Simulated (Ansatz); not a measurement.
InP:
```xyz
2
Lattice="3.4248 0.0000 0.0000 0.0000 3.4248 0.0000 0.0000 0.0000 3.4248" Properties=species:S:1:pos:R:3 pbc="T T T"
In     0.0000     0.0000     0.0000
P      1.7124     1.7124     1.7124
```

Relaxed with r²SCAN. Special points in fractions of this cell's reciprocal vectors: Γ (0.000, 0.000, 0.000); X (0.000, 0.500, 0.000); M (0.500, 0.500, 0.000); R (0.500, 0.500, 0.500).

Task: List the band energies nearest the Fermi level at these points for plane-wave PAW r²SCAN with spin–orbit coupling (Ansatz code).

Result: In eV from the Fermi level; about four levels below and three above (degenerate sets whole), none deeper than 8.9 eV; … stands for higher levels left out; points with the same levels are listed once.

| k | below | above |
|---|---|---|
| Γ | -0.96 -0.96 -0.96 -0.96 | 5.04 5.04 5.04 5.04 |
| X | -7.90 -7.90 | 0.72 0.72 0.77 0.77 |
| M | -5.14 -5.14 -3.80 -3.80 | 1.17 1.17 7.11 7.11 |
| R | -0.05 -0.05 -0.05 -0.05 | … |

Space group Pm-3m (CsCl type). The cell is a constructed one: a structure type filled with these elements; neither database checked (COD, Materials Project) lists it. It is not the phase usual at ambient conditions (space group No. 216). Symmetry was held in the r²SCAN relaxation; whether a distortion lowers the energy is not shown.

Potentials: the earlier of the program's two PAW sets.
